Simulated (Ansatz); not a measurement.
# Varying the input for Mg₃Te

The reference input for Ansatz (plane-wave DFT with PAW):

```yaml
crystal:
  lattice:
    - [-2.13936, 2.13936, 5.282488]
    - [2.13936, -2.13936, 5.282488]
    - [2.13936, 2.13936, -5.282488]
  atoms:
    - { symbol: Mg, position: [0.5, 0.5, 0.0] }
    - { symbol: Mg, position: [0.75, 0.25, 0.5] }
    - { symbol: Mg, position: [0.25, 0.75, 0.5] }
    - { symbol: Te, position: [0.0, 0.0, 0.0] }
basis:
  ecutwfc: 420
kpoints:
  mp_grid: { grid: [6, 6, 6] }
hamiltonian:
  xc: pbe
scf:
  occupations: { method: gaussian, width: 0.1 }
output:
  forces: true
  stress: true
  eigenvalues: true
```

Command:

```bash
ansatz run input.yaml --threads 1 --pin off --max-ram 1331MiB --backend cpu --events-out ev --progress --plain --runs-dir out
```

The run converges in 6 SCF iterations on 30 irreducible k-points: pressure 0.15 GPa, no gap. The run took 7 s on 1 thread of Arm Neoverse N1, with other jobs on the host, peak memory 0.37 GiB.

Settings here are deliberately varied, not converged. Each trial's input is given as a difference from the reference's; energies are extrapolated to zero smearing where there is one, and pressure is positive in compression.

Trial 1:

```diff
 basis:
-  ecutwfc: 420
+  ecutwfc: 380
 scf:
+  lower_state_search: "off"
+  max_iter: 60
```

The run converges in 7 SCF iterations on 30 irreducible k-points: energy 0.26 meV per atom above the reference, pressure 0.15 GPa, no gap. It took 7.2 s. It warns that the cutoff lies under the recommended one, 420 eV for these potentials.

Trial 2:

```diff
 hamiltonian:
-  xc: pbe
+  xc: pw92
+  dispersion: d3bj
 scf:
-  occupations: { method: gaussian, width: 0.1 }
+  occupations: { method: tetrahedron }
```

The run converges in 7 SCF iterations on 30 irreducible k-points: pressure -4.55 GPa, no gap. It took 7.5 s. It warns that the printed bands weren't solved further after the SCF; that the dispersion damping is borrowed from another functional; that forces and stress under tetrahedra may miss the energy's slope.

Trial 3 (volume scaled):

```diff
 crystal:
   lattice:
-    - [-2.13936, 2.13936, 5.282488]
-    - [2.13936, -2.13936, 5.282488]
-    - [2.13936, 2.13936, -5.282488]
+    - [-2.1813188878, 2.1813188878, 5.3860924991]
+    - [2.1813188878, -2.1813188878, 5.3860924991]
+    - [2.1813188878, 2.1813188878, -5.3860924991]
 basis:
-  ecutwfc: 420
+  ecutwfc: 390
 scf:
-  occupations: { method: gaussian, width: 0.1 }
+  occupations: { method: fermi_dirac, width: "1000 K" }
```

The run converges in 7 SCF iterations on 30 irreducible k-points: energy 7.99 meV per atom above the reference, pressure -1.75 GPa, no gap. It took 7.1 s. It warns that the cutoff lies under the recommended one, 420 eV for these potentials.

Trial 4:

```diff
 basis:
-  ecutwfc: 420
+  ecutwfc: "27 Ry"
 scf:
+  eigensolver: { real_solve: false }
+  max_iter: 76
```

The run converges in 7 SCF iterations on 30 irreducible k-points: energy 0.47 meV per atom above the reference, pressure 0.15 GPa, no gap. It took 10 s. It warns that the cutoff lies under the recommended one, 420 eV for these potentials.

Trial 5:

```diff
 crystal:
+  symmetry: { detect: true }
 kpoints:
-  mp_grid: { grid: [6, 6, 6] }
+  mp_grid: { grid: [1, 5, 3] }
 hamiltonian:
+  dispersion: d3bjatm
+accuracy: high
```

The run converges in 9 SCF iterations on 8 irreducible k-points: pressure -2.97 GPa, largest force 0.260 eV/Å, no gap. It took 4 s. It warns that the mesh lowers the symmetry.

Trial 6:

```diff
 kpoints:
-  mp_grid: { grid: [6, 6, 6] }
+  mp_grid: { grid: [2, 2, 2] }
 scf:
-  occupations: { method: gaussian, width: 0.1 }
+  occupations: { method: fermi_dirac, width: "1000 K" }
```

The run converges in 7 SCF iterations on 4 irreducible k-points: energy 125 meV per atom above the reference, pressure 2.54 GPa, no gap. It took 1.8 s.

Trial 7 (volume scaled):

```diff
 crystal:
   lattice:
-    - [-2.13936, 2.13936, 5.282488]
-    - [2.13936, -2.13936, 5.282488]
-    - [2.13936, 2.13936, -5.282488]
+    - [-2.1605431598, 2.1605431598, 5.334793263]
+    - [2.1605431598, -2.1605431598, 5.334793263]
+    - [2.1605431598, 2.1605431598, -5.334793263]
 basis:
-  ecutwfc: 420
+  ecutwfc: 160
+  ecutrho_ratio: 10
 kpoints:
-  mp_grid: { grid: [6, 6, 6] }
+  mp_grid: { grid: [4, 4, 4] }
 hamiltonian:
-  xc: pbe
+  xc: revpbe
 scf:
-  occupations: { method: gaussian, width: 0.1 }
+  occupations: { method: fermi_dirac, width: "300 K" }
+  mixing: { algorithm: anderson, ndim: 6, preconditioner: none }
+  initial_density: { chi_scale: 0, normalization: atom }
+  max_iter: 97
```

The run converges in 8 SCF iterations on 13 irreducible k-points: pressure -9.22 GPa (unreliable at so low a cutoff), no gap. It took 1.7 s. It warns that the cutoff lies under the recommended one, 420 eV for these potentials.

Trial 8:

```diff
 kpoints:
-  mp_grid: { grid: [6, 6, 6] }
+  mp_grid: { kspacing: 0.3 }
```

The run converges in 7 SCF iterations on 40 irreducible k-points: energy 0.57 meV per atom below the reference, pressure 0.08 GPa, no gap. It took 9.9 s.